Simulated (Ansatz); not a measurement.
Property card for CoC

CoC:
```cif
data_CCo
_chemical_formula_sum 'Co1 C1'
_space_group_name_H-M_alt 'P 1'
_space_group_IT_number 1
_cell_length_a 2.83126
_cell_length_b 2.83126
_cell_length_c 2.83126
_cell_angle_alpha 60.000
_cell_angle_beta 60.000
_cell_angle_gamma 60.000
loop_
_space_group_symop_operation_xyz
  'x, y, z'
loop_
_atom_site_label
_atom_site_type_symbol
_atom_site_fract_x
_atom_site_fract_y
_atom_site_fract_z
_atom_site_occupancy
Co1 Co 0.00000 0.00000 0.00000 1
C1 C 0.50000 0.50000 0.50000 1
```
The run is spin-polarised; directions of the spins, atom by atom: 0 0.

Space group Fm-3m (No. 225), rock salt; conventional cell a = 4.0040 Å, b = 4.0040 Å, c = 4.0040 Å, α = 90.00°, β = 90.00°, γ = 90.00°.

Method: the program Ansatz at the PBE level (PAW). Structure relaxed to zero pressure with the same functional. Other levels are named where they apply.

Cell and energy:

```
Item                                                          Value
-----------------------------------------------------  ------------
Volume per atom                                             8.02 Å³
Density                                                  7.34 g/cm³
Formation energy from the elements (no fitted shifts)  0.80 eV/atom
```

Electronic structure:

```
Quantity                                                                    Result
------------------------------------  --------------------------------------------
Electronic character                                             metallic (no gap)
Density of states at the Fermi level  0.96 states/eV per atom (mean over ±0.08 eV)
```

Magnetism:

```
Quantity                  Result
--------------  ----------------
Magnetic order     ferromagnetic
Net moment      0.14 μB per atom
```

Mechanics:

```
Item                                  Value
----------------------------------  -------
Bulk modulus (Birch–Murnaghan fit)  306 GPa
Pressure derivative B′                  4.5
```

The start of the workflow was typed in or built on a structure type; neither database checked (COD, Materials Project) lists it. Whether it is the stable phase at ambient conditions was not checked. The cell was relaxed with PBE under the symmetry of its start; its stability against distortions is not shown here. Spin order of the final state: ferromagnetic, the only order run, not a proven ground state. The cell computed holds one magnetic atom, so no antiferromagnetic order was within reach. Its formation energy is positive at this level, so the cell may be metastable or incomplete. The references are the lowest solids computed at this level, not always the standard phases.

Potentials: the earlier of the program's two PAW sets.
